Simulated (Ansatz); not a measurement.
Relaxed-ion elastic tensor of Si3Bi4O12 in space group I-43d (No. 220; Si on 12a, Bi on 16c, O on 48e) in GPa (Voigt order), the program Ansatz at the PBEsol level (PAW); density 6.80 g/cm³, 14.30 Å³ per atom.

```
 141  27.1  27.1   0.0   0.0   0.0
27.1   141  27.1   0.0   0.0   0.0
27.1  27.1   141   0.0   0.0   0.0
 0.0   0.0   0.0  50.5   0.0   0.0
 0.0   0.0   0.0   0.0  50.5   0.0
 0.0   0.0   0.0   0.0   0.0  50.5
```

Question: Is the crystal mechanically stable?

Answer: Yes: the smallest eigenvalue of C is 50.5 GPa.

Question: Work out the Voigt, Reuss and Hill averages.

Answer: K_V = 65.2, K_R = 65.2, K_H = 65.2; G_V = 53.2, G_R = 53.0, G_H = 53.1 GPa.

Question: Give Young's modulus, Poisson's ratio, Pugh's ratio and the universal anisotropy index.

Answer: E = 9KG/(3K + G) = 125 GPa; ν = 0.18; K/G = 1.23 (brittle by the Pugh limit of 1.75); A_U = 5G_V/G_R + K_V/K_R − 6 = 0.02.

Question: Estimate the sound speeds and the Debye temperature.

Answer: v_l = √((K + 4G/3)/ρ) = 4470 m/s, v_t = √(G/ρ) = 2790 m/s, mean 3080 m/s; Θ = (h/k)(3n/4πV)^(1/3) v_m = 378 K.

Question: Give the Zener ratio and Young's modulus along [100], [110] and [111].

Answer: A = 2C44/(C11 − C12) = 0.88; 1/E = S11 − 2(S11 − S12 − S44/2)Γ with Γ = 0, 1/4, 1/3 gives 133, 123, 120 GPa.

The workflow started from a Materials Project entry (that database holds measured and hypothetical structures alike); the Crystallography Open Database files this formula in space group No. 220, but the cells were not matched. Its standing as an ambient phase is unchecked. Symmetry was held in the PBEsol relaxation; whether a distortion lowers the energy is not shown. Spin–orbit coupling is left out wherever it is not named.

Potentials: the later of the program's two PAW sets.
